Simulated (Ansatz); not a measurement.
## Ba₅Hf₂N₆: Electric field gradients

The cell is a computed structure from the Materials Project (it need not be an observed phase).

```
Ba Hf N
1.0
     5.63330   -3.73797    0.00000
     5.63330    3.73797    0.00000
    -1.65686    0.00000   14.87213
Ba Hf N
10 4 12
Direct
  0.30889 0.76958 0.97901
  0.23042 0.69111 0.52099
  0.69111 0.23042 0.02099
  0.76958 0.30889 0.47901
  0.20387 0.10578 0.70593
  0.89422 0.79613 0.79407
  0.79613 0.89422 0.29407
  0.10578 0.20387 0.20594
  0.59192 0.40808 0.75000
  0.40808 0.59192 0.25000
  0.64783 0.90346 0.57719
  0.09654 0.35217 0.92281
  0.35217 0.09654 0.42281
  0.90346 0.64783 0.07719
  0.91880 0.96044 0.62075
  0.03956 0.08120 0.87925
  0.08120 0.03956 0.37925
  0.96044 0.91880 0.12075
  0.54551 0.74529 0.66207
  0.25471 0.45449 0.83793
  0.45449 0.25471 0.33793
  0.74529 0.54551 0.16207
  0.39931 0.20258 0.55616
  0.79742 0.60069 0.94384
  0.60069 0.79742 0.44384
  0.20258 0.39931 0.05616
```

Atoms are numbered from 1 in the order listed; like atoms form one site, named after its first atom.

The numbers come from a DFT calculation in Ansatz (r2SCAN, plane waves and PAW, scalar-relativistic, 500 eV cutoff, Γ-centred 5×5×2 k-points, Fermi–Dirac smearing 0.02 eV).

Conventions: |V_zz| ≥ |V_yy| ≥ |V_xx|, η = (V_xx − V_yy)/V_zz, C_Q = eQV_zz/h. Directions are in the Cartesian axes of the cell vectors above, for the atom listed; none is given where the gradient is under 0.02 or η is above 0.95.

```tsv
site	first atom	first shell	V_zz (10²¹ V/m²)	η	direction of V_zz (x, y, z)
Ba1	1	5 N at 2.66–3.19 Å	8.65	0.36	0.80 0.16 0.57
Ba5	5	5 N at 2.66–3.04 Å	16.99	0.44	0.01 0.92 -0.40
Ba9	9	2 N at 2.64 Å, angle 114°	10.32	0.85	0.79 0.00 0.61
Hf	11	4 N at 2.05–2.10 Å	32.4	0.60	0.18 0.90 0.40
N15	15	1 Hf at 2.05 Å; also 4 Ba at 2.66–3.12 Å	-4.06	0.49	0.84 -0.47 0.27
N19	19	1 Hf at 2.05 Å; also 4 Ba at 2.64–3.04 Å	-3.35	0.62	0.75 0.24 -0.62
N23	23	2 Hf at 2.10 Å, angle 90°; also 3 Ba at 2.95–3.19 Å	1.76	0.44	0.95 -0.31 -0.06
```

At N15 and N19 V_zz points along its bond to Hf (within 9°) in each case.

Without spin–orbit coupling the gradients at and beside Hf can be off by some per cent, at some sites by more.

Hardware: 2 threads of Arm Neoverse V1 (aarch64; 28 cores open to the job, memory cap 5.0 GiB, no GPU), a shared host with a load of 0.8 a core. Wall time 4.2 min, CPU time 8.4 min, peak memory 3.8 GiB.
